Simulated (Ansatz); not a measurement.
TiO2 (rutile)

```yaml
crystal:
  lattice:
    - [4.64340, 0.00000, 0.00000]
    - [0.00000, 4.64340, 0.00000]
    - [0.00000, 0.00000, 2.96385]
  atoms:
    - { symbol: Ti, position: [0.00000, 0.00000, 0.00000] }
    - { symbol: Ti, position: [0.50000, 0.50000, 0.50000] }
    - { symbol: O, position: [0.30513, 0.30513, 0.00000] }
    - { symbol: O, position: [0.80513, 0.19487, 0.50000] }
    - { symbol: O, position: [0.19487, 0.80513, 0.50000] }
    - { symbol: O, position: [0.69487, 0.69487, 0.00000] }
```

The volume is varied about the relaxed value V₀ at fixed cell shape. The atoms relax within the cell's symmetry.

Method: PBE (plane waves to 420 eV, PAW, scalar-relativistic; Ansatz, an electronic-structure program). k mesh 8×8×12 (Γ-centred), Fermi-Dirac smearing 0.05 eV. Energies are smeared free energies. With the shape held, the modulus is that of even scaling; a crystal free to change shape is softer. TiO2 is run without spin polarisation. TiO2 was relaxed with its symmetry unable to fall. ΔE is measured from the relaxed starting cell.

```csv
V (Å³/atom),ΔE (meV/atom)
10.012,28.7
10.139,17.9
10.267,9.9
10.395,4.3
10.523,1.0
10.651,0.0
10.778,1.0
10.906,3.9
11.034,8.5
11.162,14.9
11.290,22.8
```

What bulk modulus at fixed cell shape B₀ follows from a third-order Birch-Murnaghan fit?

213 GPa.

What is the fitted pressure derivative B₀′?

4.7.

(A scan under strain: stresses follow from slopes of the energy per volume, elastic moduli from its curvatures.)
